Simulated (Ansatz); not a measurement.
Trial structures of HfTe₄: starts and ends

These are results of DFT PBE, scalar-relativistic, plane waves, PAW (Ansatz), not measurements. All cells share a 420 eV cutoff and Γ-centred k meshes spaced at most about 0.3 Å⁻¹ (about 0.25 or finer for metals, 2π included). No spin polarisation in the final relaxations.

Each guess was relaxed in cell and atoms at zero pressure, within the symmetry of its start. Temperature and zero-point effects are left out. Coordination counts Te atoms around Hf (those within 1.25 times the shortest such distance or 1.15 times the sum of covalent radii; a plus sign parts nearer from farther groups; the shortest distance is added where it is long for a bond).

| guess | made from | start group | V start (Å³/atom) | end group | V end (Å³/atom) | coordination at the end | gap on mesh (eV) | E over the lowest end (meV/atom) |
| --- | --- | --- | --- | --- | --- | --- | --- | --- |
| 1 | Mn4N type | Pm-3m | 29.5 | Pm-3m | 35.8 | Hf 12+8 from 4.0 Å | 0 | 1032 |
| 2 | PbF4 type | I4/mmm | 29.6 | I4/mmm | 30.6 | Hf 6 | 0 | 0 |
| 3 | random cell | P-43m | 31.0 | ? | ? | ? | ? | ? |
| 4 | MnGa4 type | Im-3m | 30.9 | Im-3m | 32.4 | Hf 8 | 0 | 62 |

Guess 3 as it starts:

```
Hf Te
1.0
     5.36941    0.00000    0.00000
     0.00000    5.36941    0.00000
     0.00000    0.00000    5.36941
Hf Te
1 4
Cartesian
  2.6847 2.6847 2.6847
  4.2759 4.2759 4.2759
  1.0935 1.0935 4.2759
  1.0935 4.2759 1.0935
  4.2759 1.0935 1.0935
```

**Question.** Predict the end of this guess and its energy over the lowest end.

**Answer.** It ends in space group P-43m (No. 215), with a = 5.605 Å, 35.2 Å³/atom and no gap. It lies 0.33 eV/atom over the lowest end, above guess 4 and below guess 1. Counting Te atoms around Hf, this end has Hf 4 and the lowest (guess 2) has Hf 6.

```
CELL_PARAMETERS angstrom
5.60455 0.00000 0.00000
0.00000 5.60455 0.00000
0.00000 0.00000 5.60455
ATOMIC_POSITIONS crystal
Hf 0.50000 0.50000 0.50000
Te 0.78073 0.78073 0.78073
Te 0.21927 0.21927 0.78073
Te 0.21927 0.78073 0.21927
Te 0.78073 0.21927 0.21927
```

The zero of energy is the elements' standard structures at the same level; no fitted shifts are applied.

**Question.** Is the lowest end bound against the elements?

**Answer.** Yes: its formation energy is −0.12 eV/atom. A negative formation energy is needed for stability but isn't enough: competing phases decide.

These runs have no spin–orbit coupling, which can matter for Hf and Te. A magnetic state wasn't ruled out in cells without spin, among them P-43m, Pm-3m. The reference form of Te is held partly by dispersion forces, which this level lacks. Cells relaxed within their symmetry can be saddle points. A lower structure may well exist outside this small set. Some candidate types were left out of the draw beforehand, so a known form may be missing.
